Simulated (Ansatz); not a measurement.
TaNi$_{3}$:
```
CELL_PARAMETERS angstrom
     -1.79956     1.79956     3.70714
      1.79956    -1.79956     3.70714
      1.79956     1.79956    -3.70714
ATOMIC_POSITIONS crystal
  Ni 0.75000 0.25000 0.50000
  Ni 0.25000 0.75000 0.50000
  Ta 0.00000 0.00000 0.00000
  Ni 0.50000 0.50000 0.00000
```

Relaxed with r²SCAN. Special points in fractions of this cell's reciprocal vectors: Γ (0.000, 0.000, 0.000); X (0.000, 0.000, 0.500); P (0.250, 0.250, 0.250); N (0.000, 0.500, 0.000); M (0.500, 0.500, -0.500); S (0.309, 0.691, -0.309); S0 (-0.309, 0.309, 0.309); R (-0.118, 0.118, 0.500); G (0.500, 0.500, -0.118).

Question: List the band energies nearest the Fermi level at these points for the program Ansatz at the r²SCAN level (PAW).

Answer: In eV from the Fermi level; about four levels below and three above (degenerate sets whole), none deeper than 8.9 eV; points with the same levels are listed once.

```
k                          below                above
-  -----------------------------  -------------------
Γ        -1.56 -1.32 -1.02 -0.26  1.21 1.28 1.39 1.39
X        -1.36 -1.22 -0.72 -0.40       0.06 1.00 1.09
P        -1.73 -1.73 -1.64 -1.00  0.84 0.84 1.19 1.19
N        -1.46 -0.97 -0.80 -0.51       0.38 2.12 2.53
M  -0.96 -0.96 -0.95 -0.79 -0.27  1.82 2.72 2.72 2.72
S        -1.40 -1.00 -0.82 -0.53       0.69 2.42 2.67
R        -1.14 -1.12 -0.89 -0.56       1.02 1.66 1.95
```

Space group I4/mmm. The workflow started from an entry of the Crystallography Open Database (COD), which files this formula under 2 space groups. Its standing as an ambient phase is unchecked. The cell was relaxed with r²SCAN under the symmetry of its start; its stability against distortions is not shown here. The workflow began spin-polarised and lost its moments. Scalar-relativistic: spin–orbit coupling is off unless named, which matters more the heavier the elements.

Potentials: the later of the program's two PAW sets.
